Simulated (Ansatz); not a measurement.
Consider the following.

WSe₂:
```cif
data_Se4W2
_chemical_formula_sum 'W2 Se4'
_space_group_name_H-M_alt 'P63/mmc'
_space_group_IT_number 194
_space_group_name_Hall '-P 6c 2c'
_cell_length_a 3.25000
_cell_length_b 3.25000
_cell_length_c 12.81897
_cell_angle_alpha 90.000
_cell_angle_beta 90.000
_cell_angle_gamma 120.000
loop_
_atom_site_label
_atom_site_type_symbol
_atom_site_symmetry_multiplicity
_atom_site_Wyckoff_symbol
_atom_site_fract_x
_atom_site_fract_y
_atom_site_fract_z
_atom_site_occupancy
W1 W 2 c 0.33333 0.66667 0.25000 1
Se1 Se 4 f 0.66667 0.33333 0.11999 1
```

This is the LDA-relaxed structure.

Q: All from plane-wave PAW LDA (Ansatz code), unless another level is named. Estimate the hole effective mass.

A: 0.75, 0.75, 1.2 mₑ (principal values).

Q: And the band gap?

A: 0.86 eV (indirect).

Q: And the smallest direct gap on the standard path?

A: 1.62 eV.

Q: What about the conduction-band minimum?

A: on the K–Γ line, 45 % of the way from K (6 equivalent valleys).

Space group P6_3/mmc. Symmetry was held in the LDA relaxation. The run is not spin-polarised. A crystal of weakly bound layers computed without a dispersion correction: the cell and the soft elastic constants depend strongly on that. Spin–orbit coupling is left out wherever it is not named.

Potentials: the earlier of the program's two PAW sets. The files were generated under PBE; for other functionals the program regenerates the frozen cores, and for LDA and PBEsol the local potential too.
